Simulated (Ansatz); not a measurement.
Consider the following.

RuN:
```yaml
crystal:
  lattice:
    - [0.00000, 2.23538, 2.23538]
    - [2.23538, 0.00000, 2.23538]
    - [2.23538, 2.23538, 0.00000]
  atoms:
    - { symbol: Ru, position: [0.00000, 0.00000, 0.00000] }
    - { symbol: N, position: [0.25000, 0.25000, 0.25000] }
```

This is the LDA-relaxed structure.

Task: All from LDA (plane waves, PAW; program Ansatz), unless another level is named. Predict the Hill bulk and shear moduli.

Result: 307 and 41.8 GPa.

Task: Next, the highest zone-centre frequency?

Result: 579 cm⁻¹.

Space group F-43m (zinc blende). The first step of the workflow began from a Materials Project structure, measured or hypothetical; the Crystallography Open Database copy checked does not list it. Its standing as an ambient phase is unchecked. Symmetry was held in the LDA relaxation; its stability against distortions is not shown here. No spin polarisation was allowed. With an odd number of electrons in the cell and no spin polarisation, the count alone makes it a metal. As this level gives no gap, shear constants depend on the k-mesh and smearing (Fermi–Dirac, 0.1 eV here). As this level gives no gap, phonon frequencies hold no LO–TO term and depend on the k-mesh and smearing (Fermi–Dirac, 0.1 eV here).

Potentials: the later of the program's two PAW sets.
